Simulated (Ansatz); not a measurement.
## TiO2 (anatase): energy against volume

TiO2 (anatase)

```cif
data_O8Ti4
_chemical_formula_sum 'Ti4 O8'
_space_group_name_H-M_alt 'I41/amd :1'
_space_group_IT_number 141
_space_group_name_Hall 'I 4bw 2bw -1bw'
_cell_length_a 3.79880
_cell_length_b 3.79880
_cell_length_c 9.70081
_cell_angle_alpha 90.000
_cell_angle_beta 90.000
_cell_angle_gamma 90.000
loop_
_atom_site_label
_atom_site_type_symbol
_atom_site_symmetry_multiplicity
_atom_site_Wyckoff_symbol
_atom_site_fract_x
_atom_site_fract_y
_atom_site_fract_z
_atom_site_occupancy
Ti1 Ti 4 b 0.00000 0.00000 0.50000 1
O1 O 8 e 0.00000 0.00000 0.29355 1
```
(The calculation used a cell of 6 atoms; values per cell refer to that cell.)

The volume is varied about the relaxed value V₀ at fixed cell shape. The atoms relax within the cell's symmetry.

Method: PBE (plane waves to 420 eV, PAW, scalar-relativistic; Ansatz, a quantum-chemistry and plane-wave program). k mesh 12×12×12 (Γ-centred), Fermi-Dirac smearing 0.05 eV. The energy includes the smearing's −TS. Stress and pressure are positive under compression. With the shape held, the modulus is that of even scaling; a crystal free to change shape is softer. TiO2 is run without spin polarisation. TiO2 was relaxed with its symmetry unable to fall. The zero of ΔE is the relaxed starting cell.

```tsv
V (Å³/atom)	ΔE (meV/atom)	P (GPa)
10.499	83.0	25.1
10.733	51.1	18.9
10.966	27.6	13.4
11.199	11.8	8.4
11.433	2.8	4.0
11.666	0.0	0.0
11.899	2.6	-3.6
12.133	10.2	-6.7
12.366	22.1	-9.6
12.599	38.0	-12.1
12.833	57.4	-14.4
```

Summary:

| Quantity | Value |
|---|---|
| Pressure at the smallest volume | 25.1 GPa |
| Energy cost of the largest compression | 83.0 meV/atom |
| Energy cost of the largest expansion | 57.4 meV/atom |
| Bulk modulus at fixed cell shape B₀ (third-order Birch-Murnaghan fit) | 188 GPa |
| Pressure derivative B₀′ (fit) | 4.5 |
| Equilibrium volume of the fit | 11.67 Å³/atom |
| Pressure for 5 % compression (fit) | 10.8 GPa |

The 11 points together took around 16 core-minutes (rough).

(A scan under strain: stresses follow from slopes of the energy per volume, elastic moduli from its curvatures.)
